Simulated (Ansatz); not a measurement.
# Notes on TiC₂S₂N₂

```
CELL_PARAMETERS angstrom
0.00000 3.64997 0.00000
5.29863 -1.82498 0.00000
1.86996 0.00000 -5.92749
ATOMIC_POSITIONS crystal
Ti 0.00000 0.00000 0.00000
N 0.86750 0.73500 0.83010
N 0.13250 0.26500 0.16990
C 0.76330 0.52660 0.79140
C 0.23670 0.47340 0.20860
S 0.62220 0.24440 0.74570
S 0.37780 0.75560 0.25430
```

Method: PBE, no spin polarisation; PAW, plane waves to 420 eV, 7×7×4 Γ-centred mesh, gaussian occupations (width 0.1257 eV) (Ansatz 0.2.0), atoms fixed.

(1) Is there a gap?

(2) Which atom feels the largest force, and which way?

(3) Is the cell too large or too small?

(4) How is the charge shared?

Origin: a known structure type with other elements, at an estimated volume, so it need not be a known compound. Caveats: many states at the Fermi level without spin polarisation, so a magnetic state may lie lower; atoms or cell far from equilibrium.

## Answers

(1) It is a metal, with about 3.8 states/eV a cell as the mean within 0.25 eV of the Fermi level, mostly Ti d (69 %) and C p (17 %).

(2) The largest is on C4 (and as large on other atoms): 2.35 eV/Å, components (2.35, 0.00, -0.14). It makes 8° with the line to a nearest neighbour, N2 at 1.20 Å, pointing towards it.

(3) The pressure is 4.3 GPa (compression positive), so with the atoms held at these fractions the cell would first expand; the forces are large, so a full relaxation may end otherwise. The principal stresses 1.1, 4.1, 7.7 GPa differ, so its shape would change too.

(4) Bader charges in e: Ti +1.66, C +0.39, S +0.11, N -1.33. In the mean Ti gives up most and N takes most.
